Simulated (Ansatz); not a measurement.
# HgPt: how the free axis answers a strain

HgPt, P4/mmm, a = 2.977 Å, c = 3.872 Å. The structure is a COD entry; whether it is the stable form wasn't checked. Ansatz: PBEsol, PAW, 420 eV, Γ-centred 14×14×12 mesh on 2 atoms, Gaussian smearing 0.10 eV; no spin polarisation. Series: biaxial strain in the a-b plane, c and atoms relaxed; x is the strain in per cent. y is the change of c in per cent of 3.872 Å.

| x (%) | y (%) |
| --- | --- |
| -3.0 | 4.51 |
| -2.0 | 3.01 |
| -1.0 | 1.47 |
| 0.0 | 0.00 |
| 1.0 | -1.41 |
| 2.0 | ? |
| 3.0 | -4.21 |

Q: Fit y = c1 x + c2 x² to the other rows, say what c1 measures, and predict the missing y.

A: Least squares on the rows shown. y = −1.455 x + 0.01756 x². With no stress along c, c1 = −2C13/C33 = -1.455. At −2 the volume would not change at all; a value this near to it means that the crystal resists a change of volume much more than one of shape. At x = 2.0 the fit asked for gives -2.84 %. The run gave -2.82 %, so the fit is 0.02 % too low, within twice the rms miss on the fitted rows (0.02 %).

Spin–orbit coupling is left out, which can shift energies with elements as heavy as these.